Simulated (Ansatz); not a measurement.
Space group P4/nmm:1 (No. 129). a = 4.056 Å, b = 4.056 Å, c = 7.659 Å, α = 90.00°, β = 90.00°, γ = 90.00°
```csv
atom,site,symmetry,x,y,z
Y,2c,4mm,0.5000,0.0000,0.6580
Ti,2a,-4m2,0.0000,0.0000,0.0000
Ge,2c,4mm,0.5000,0.0000,0.2431
```

Equation of state of this YTiGe structure (not necessarily the ground state), with shape and atoms relaxed at each volume where symmetry leaves them free. It has no gap at any of these volumes. All numbers below come from DFT r2SCAN, scalar-relativistic, plane waves, PAW (Ansatz 0.2.0).

Settings: cutoff 500 eV, Γ-centred mesh 10×10×6 on the computed 6-atom cell, Gaussian smearing of 0.10 eV; no spin polarisation.

| V (Å³/atom) | E − E(largest V) (meV/atom) | P (GPa) |
| --- | --- | --- |
| 19.739 | 4.85 | 6.55 |
| 20.369 | -13.78 | 3.02 |
| 20.999 | -19.53 | -0.01 |
| 21.629 | -14.35 | -2.55 |
| 22.259 | 0.00 | -4.68 |

Q: Fit a third-order Birch–Murnaghan equation to E(V).

A: V0 = 21.00 Å³/atom, B0 = 92 GPa, B0' = 4.6.